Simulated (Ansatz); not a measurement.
## Property card for Ru

Ru:
Space group Im-3m (No. 229); a = b = c = 3.0182 Å, α = β = γ = 90.00°

| atom | site | symmetry | x | y | z |
|---|---|---|---|---|---|
| Ru | 2a | m-3m | 0.0000 | 0.0000 | 0.0000 |
(The calculation used a cell of 1 atom; values per cell refer to that cell.)

Space group Im-3m (No. 229), bcc (W type); conventional cell a = b = c = 3.0182 Å, α = β = γ = 90.00°.

Method: plane-wave PAW PBEsol (Ansatz code). Structure relaxed to zero pressure with the same functional. Other levels are named where they apply.

Cell and energy:

```json
{
 "volume_per_atom": "13.75 Å³",
 "density": "12.21 g/cm³"
}
```

Electronic structure:

```json
{
 "electronic_character": "metallic (no gap)",
 "Density of states at the Fermi level": "1.9 states/eV per atom (mean over ±0.08 eV)",
 "Gap with spin–orbit coupling": "none (metallic)"
}
```

Mechanics:

```json
{
  "Bulk modulus (Birch–Murnaghan fit)": "312 GPa",
  "Pressure derivative B′": "4.8",
  "Elastic constants (relaxed ions, GPa)": "C11 = 48.2, C12 = 444, C44 = 188",
  "mechanical_stability": "unstable (C has a negative eigenvalue)"
}
```

The start of the workflow was typed in or built on a structure type; neither database checked (COD, Materials Project) lists it. It is not the phase usual at ambient conditions (space group No. 194). Symmetry was held in the PBEsol relaxation. No spin polarisation was allowed. As this level gives no gap, shear constants depend on the k-mesh and smearing (Fermi–Dirac, 0.1 eV here). On the denser mesh and wider smearing of the elastic run this cell carries a stress of 0.5 GPa. Spin–orbit coupling is left out wherever it is not named.

Potentials: the later of the program's two PAW sets.
